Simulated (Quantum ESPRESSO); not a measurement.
Simulation results for CaMg2ZnO4 (made-up cell)

All values are calculated (Quantum ESPRESSO 7.5). Calculation on a made-up crystal cell, not a measurement, rerun at a higher cutoff and a denser mesh: periodic Kohn-Sham density functional theory in plane waves with PseudoDojo standard norm-conserving scalar-relativistic pseudopotentials, each functional with its own files (v0.5 for PBE, v0.4.1 for LDA and PBEsol), no spin polarisation, no spin-orbit coupling, atoms not relaxed, stress positive in tension, energies less a fixed whole-eV offset for each atom's element; levels are Kohn-Sham levels at fractions of this cell's reciprocal vectors, counted from the reference band (half the neutral cell's valence electrons, rounded up) at Gamma; error bars give the change to or from the runs named with them, not the error of the files; each bar is the largest change over components, and at least 0.002 eV, 0.002 eV per angstrom or 0.02 GPa; energies are for the whole cell, and the offsets were chosen from early runs and are not element reference energies.

### CaMg2ZnO4 (made-up cell)

```xyz
8
Lattice="4.5334 0.0000 0.0000 0.0000 4.5334 0.0000 0.0000 0.0000 4.5334" Properties=species:S:1:pos:R:3 CaMg2ZnO4
Ca    -0.0108     0.0087    -0.0349
Zn     0.0796     2.3518     2.1993
Mg     2.2456     0.0021     2.3144
Mg     2.2739     2.2633    -0.0935
O      2.2474     0.0057     0.0411
O      2.2596     2.2290     2.2695
O      4.6004     0.0084     2.3070
O      4.4268     2.2759    -0.0310
```

- lattice type: rocksalt
- functional: pbe
- cutoff: 1437 eV
- fermi dirac smearing: 0.025 eV
- scf tolerance: 1e-07 eV
- electrons removed: 0
- k mesh: 6 x 6 x 6, shifted by half a step
- free energy less offsets: 0.2751 eV
- scf iterations: 12
- smearing term minus ts: 0 eV
- pressure: -5.867 GPa
- stress xx: 5.329 GPa
- stress yy: 6.325 GPa
- stress zz: 5.947 GPa
- stress yz: 0.06849 GPa
- stress xz: 0.121 GPa
- stress xy: -0.07362 GPa
- error bar energy: 0.002 eV
- error bar stress: 0.03818 GPa
- error bar force: 0.004626 eV/Å
- error bars from: change from the looser run of this cell

Atoms:
```
atoms element  atom site  atom energy offset (eV)
           Ca          1                    -1055
           Zn          2                    -5687
           Mg          3                    -1617
           Mg          4                    -1617
            O          5                     -452
            O          6                     -452
            O          7                     -452
            O          8                     -452
```

Forces:
```
site  x (eV/Å)  y (eV/Å)  z (eV/Å)
   1   -0.1032    0.1277    0.7695
   2   -0.1901   -0.1913  0.006621
   3   0.07282    0.1459   -0.4429
   4    0.1309  -0.03324    0.4096
   5   0.06622  -0.09382   -0.3159
   6   -0.1747    0.2474    0.1066
   7    -0.161   -0.2433   -0.6897
   8     0.359   0.04058    0.1562
```
